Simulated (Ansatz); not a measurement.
BaGaBO$_{3}$F$_{2}$:
```
BaGaBO3F2
1.0
    4.89415     0.00000     0.00000
   -2.44707     4.23846     0.00000
    0.00000     0.00000     9.57661
Ba Ga B O F
2 2 2 6 4
Direct
  0.00000   0.00000   0.00000
  0.00000   0.00000   0.50000
  0.33333   0.66667   0.25000
  0.66667   0.33333   0.75000
  0.66667   0.33333   0.25000
  0.33333   0.66667   0.75000
  0.93486   0.62468   0.25000
  0.06514   0.37532   0.75000
  0.31017   0.93486   0.75000
  0.68983   0.06514   0.25000
  0.37532   0.31017   0.25000
  0.62468   0.68983   0.75000
  0.33333   0.66667   0.45432
  0.66667   0.33333   0.54568
  0.66667   0.33333   0.95432
  0.33333   0.66667   0.04568
```

Relaxed with r²SCAN.

Question: Give the Bader charges and basin volumes of the independent atoms, DFT-r²SCAN in the program Ansatz with PAW potentials.

Answer: 

| atom | Bader charge (e) | Bader volume (Å³) |
|---|---|---|
| Ba1 | +1.72 | 22.7 |
| Ga3 | +2.03 | 7.5 |
| B5 | +2.42 | 1.4 |
| O7 | -1.51 | 13.7 |
| F13 | -0.82 | 13.3 |

Space group P6_3/m. The workflow started from a Materials Project entry (that database holds measured and hypothetical structures alike); the Crystallography Open Database files this formula in space group No. 176, but the cells were not matched. Whether it is the stable phase at ambient conditions was not checked. Symmetry was held in the r²SCAN relaxation; its stability against distortions is not shown here. Spin–orbit coupling is left out wherever it is not named.

Potentials: the later of the program's two PAW sets.
